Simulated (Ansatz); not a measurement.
Se:
```
Se
1.0
    4.52399     0.00000     0.00000
   -2.26200     3.91789     0.00000
    0.00000     0.00000     5.04433
Se
3
Direct
  0.21868   0.00000   0.83333
  0.00000   0.21868   0.16667
  0.78132   0.78132   0.50000
```

Relaxed with PBE in the plane-wave PAW code Ansatz. Indices refer to the conventional cell of P3_121, a = b = 4.5240 Å, c = 5.0443 Å, α = β = 90.00°, γ = 120.00°.

Question: Simulate the powder diffraction pattern (Cu Kα, λ = 1.54184 Å; lines above 1 %) up to 2θ = 90°.

Answer: Simulated powder pattern, Cu Kα, λ = 1.54184 Å (kinematic, ideal powder, no thermal factors, no anomalous dispersion; the 30 strongest lines at most, above 1 %, up to 2θ = 90°):

| 2θ (°) | d (Å) | I/Imax (%) | hkl |
|---|---|---|---|
| 22.70 | 3.918 | 51 | (1 0 -1 0) |
| 28.85 | 3.094 | 100 | (1 0 -1 1)+(0 1 -1 1) |
| 39.85 | 2.262 | 16 | (1 1 -2 0) |
| 42.63 | 2.121 | 34 | (0 1 -1 2)+(1 0 -1 2) |
| 43.86 | 2.064 | 27 | (1 1 -2 1) |
| 46.35 | 1.959 | 2.7 | (2 0 -2 0) |
| 49.94 | 1.826 | 25 | (2 0 -2 1)+(0 2 -2 1) |
| 54.49 | 1.684 | 14 | (1 1 -2 2) |
| 54.58 | 1.681 | 6.9 | (0003) |
| 59.77 | 1.547 | 14 | (0 2 -2 2)+(2 0 -2 2) |
| 59.86 | 1.545 | 6.7 | (1 0 -1 3)+(0 1 -1 3) |
| 62.75 | 1.481 | 19 | (2 1 -3 0) |
| 65.72 | 1.421 | 6.6 | (1 2 -3 1)+(2 1 -3 1) |
| 69.68 | 1.349 | 6.1 | (1 1 -2 3) |
| 74.27 | 1.277 | 4.6 | (2 1 -3 2)+(1 2 -3 2) |
| 74.35 | 1.276 | 1.3 | (2 0 -2 3)+(0 2 -2 3) |
| 75.15 | 1.264 | 8.0 | (0 3 -3 1)+(3 0 -3 1) |
| 79.91 | 1.200 | 5.3 | (1 0 -1 4)+(0 1 -1 4) |
| 83.33 | 1.160 | 6.1 | (3 0 -3 2)+(0 3 -3 2) |
| 85.94 | 1.131 | 2.2 | (2 2 -4 0) |
| 87.85 | 1.111 | 16 | (2 1 -3 3)+(1 2 -3 3) |
| 88.62 | 1.104 | 3.3 | (2 2 -4 1) |
| 88.84 | 1.101 | 3.7 | (1 1 -2 4) |

The PBE relaxation kept the symmetry of its start. A crystal of weakly bound chains computed without a dispersion correction: the cell and the soft elastic constants depend strongly on that.

Potentials: the earlier of the program's two PAW sets.
